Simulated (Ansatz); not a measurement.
LiCl (rock salt, Fm-3m), a = 5.064 Å, b = 5.064 Å, c = 5.064 Å, α = 90.00°, β = 90.00°, γ = 90.00°; the cell used has 2 atoms.

Relaxed with PBEsol.

**Question.** Decompose the optical modes at the zone centre into irreducible representations, and say which are infrared and Raman allowed.

**Answer.** Point group m-3m: Γ_opt = T1u. Infrared: T1u. Raman: none.

**Question.** Assign frequencies (DFPT, DFT-PBEsol in the program Ansatz with PAW potentials; without the LO–TO term).

**Answer.** T1u 206 cm⁻¹.

Symmetry was held in the PBEsol relaxation; of distortions, only those at the zone centre were tested.

Potentials: the later of the program's two PAW sets.
